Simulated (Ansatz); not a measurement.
MgTi3Nb2Pb6O18 — ²⁵Mg NMR of the central transition

Cell: a Materials Project structure (computed, not necessarily an observed phase), taken as it stands.

Space group P-3m1 (No. 164); a = 5.6883, c = 13.9645 Å, γ = 120.00°.

| site | Wyckoff | site symmetry | x | y | z |
| --- | --- | --- | --- | --- | --- |
| Mg | 1b | -3m. | 0.0000 | 0.0000 | 0.5000 |
| Ti2 | 2d | 3m. | 0.6667 | 0.3333 | 0.8371 |
| Ti3 | 1a | -3m. | 0.0000 | 0.0000 | 0.0000 |
| Nb | 2d | 3m. | 0.6667 | 0.3333 | 0.3362 |
| Pb7 | 2c | 3m. | 0.0000 | 0.0000 | 0.7525 |
| Pb8 | 2d | 3m. | 0.3333 | 0.6667 | 0.9195 |
| Pb11 | 2d | 3m. | 0.3333 | 0.6667 | 0.4158 |
| O13 | 6i | .m. | 0.8337 | 0.6674 | 0.9184 |
| O19 | 6i | .m. | 0.4971 | 0.9942 | 0.2450 |
| O22 | 6i | .m. | 0.8313 | 0.6626 | 0.4124 |

One atom of each set is listed.

Computed with Ansatz: DFT, PBE, plane waves and PAW, scalar-relativistic, 420 eV cutoff, Γ-centred 5×5×2 k-points, Fermi–Dirac smearing 0.02 eV.

²⁵Mg has I = 5/2 and Q = 199.4 mb (Pyykkö 2018); at 11.7 T its Larmor frequency is ν₀ = 30.5 MHz. Only the quadrupole interaction is simulated: positions count from each site's isotropic chemical shift, and J coupling is left out, as are shift anisotropy and dipolar coupling, which fast spinning averages.

Simulated pattern of one Mg site (fast magic-angle spinning, Gaussian broadening 0.01 kHz):

(offset (kHz), height): (-0.8368, 0), (-0.8172, 0), (-0.7975, 4), (-0.7779, 4), (-0.7582, 4), (-0.7385, 4), (-0.7189, 4), (-0.6992, 4), (-0.6796, 4), (-0.6599, 5), (-0.6403, 5), (-0.6206, 6), (-0.6010, 5), (-0.5813, 5), (-0.5616, 5), (-0.5420, 6), (-0.5223, 6), (-0.5027, 74), (-0.4830, 66), (-0.4634, 46), (-0.4437, 40), (-0.4241, 35), (-0.4044, 34), (-0.3847, 32), (-0.3651, 32), (-0.3454, 31), (-0.3258, 31), (-0.3061, 31), (-0.2865, 32), (-0.2668, 33), (-0.2471, 34), (-0.2275, 36), (-0.2078, 38), (-0.1882, 42), (-0.1685, 49), (-0.1489, 60), (-0.1292, 100), (-0.1096, 67), (-0.0899, 0), (-0.0702, 0)

Task: Which |C_Q| and η does the pattern imply?

Result: The pattern spans 0.688 kHz before broadening and its centre of gravity is at -0.321 kHz, which fixes P_Q; the places of the horns and steps fix η. That gives P_Q = 1.28 MHz, |C_Q| = 1.28 MHz and η = 0.00. The sign of C_Q can't be read from the pattern.

An axis of threefold or higher order runs through Mg, so V_zz lies along it and η is zero.

The largest force is 0.5 eV/Å, so the atoms aren't at the calculated equilibrium and relaxing them would move these values.
